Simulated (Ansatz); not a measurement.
# Li2TiO2 (P6/mmm)

These are results of DFT PBE, scalar-relativistic, plane waves, PAW (Ansatz), not measurements.

Plane waves to 420 eV, a k mesh through Γ of 12×12×10 on the computed 5-atom cell and Gaussian smearing (0.10 eV); no spin polarisation.

The structure is relaxed at this level of theory with its symmetry kept, and needn't be the ground state of this composition.

```xyz
5
Lattice="3.9145 0.0000 0.0000 -1.9572 3.3901 0.0000 0.0000 0.0000 3.6753" Properties=species:S:1:pos:R:3 pbc="T T T"
Li    0.0000    2.2600    0.0000
Li    1.9572    1.1300    0.0000
Ti    0.0000    0.0000    1.8377
O     0.0000    2.2600    1.8377
O     1.9572    1.1300    1.8377
```

Question: Formation energy from the elements' standard states (uncorrected)?

Answer: -1.307 eV/atom.

Question: Kohn–Sham band gap?

Answer: none (metal).

Question: Density of states at the Fermi level?

Answer: 0.9 states/eV per cell.

Question: Orbital (Löwdin) character within 0.5 eV of the Fermi level?

Answer: Ti 3d 71 %, O 2p 8 %, Li 2s 7 %, unprojected 11 %.

Question: Bader charge by site (e)?

Answer: Li (2 in the cell) 0.82, Ti (1 in the cell) 1.03, O (2 in the cell) -1.34.

A magnetic start lost its moments in a first run, so spin was left out; other magnetic orders weren't tried.

Another cell of Li2TiO2 relaxed alike, in I4/mmm, lies 0.35 eV/atom lower, so this cell isn't the stable form at this level.

The cell was found from a structure generator's guess, not taken from experiment. Löwdin shares on free-atom orbitals overweight diffuse shells.
